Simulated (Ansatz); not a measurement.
TiB$_{2}$:
```
CELL_PARAMETERS angstrom
      3.02446     0.00000     0.00000
     -1.51223     2.61926     0.00000
      0.00000     0.00000     3.22341
ATOMIC_POSITIONS crystal
  Ti 0.00000 0.00000 0.00000
  B  0.33333 0.66667 0.50000
  B  0.66667 0.33333 0.50000
```

Relaxed with r²SCAN. Special points in fractions of this cell's reciprocal vectors: Γ (0.000, 0.000, 0.000); M (0.500, 0.000, 0.000); K (0.333, 0.333, 0.000); A (0.000, 0.000, 0.500); L (0.500, 0.000, 0.500); H (0.333, 0.333, 0.500).

### Question
List the band energies nearest the Fermi level at these points for r²SCAN in the plane-wave PAW code Ansatz.

### Answer
In eV from the Fermi level; about four levels below and three above (degenerate sets whole), none deeper than 8.9 eV; points with the same levels are listed once.

```csv
k,below,above
Γ,-2.79 -2.79 -2.61 -2.22,1.99 1.99 3.85 3.85
M,-3.56 -3.47 -2.40,1.40 2.87 3.37
K,-7.82 -2.02 -2.02,1.41 1.41 2.11
A,-0.64 -0.64 -0.22 -0.22,0.46 0.46 1.75
L,-8.18 -4.98 -4.12 -3.52,2.62 3.05 4.64
H,-6.17 -3.48 -3.48,2.64 4.40 4.40
```

Space group P6/mmm. The r²SCAN relaxation kept the symmetry of its start; of distortions, only those at the zone centre were tested. No spin polarisation was allowed.

Potentials: the later of the program's two PAW sets.
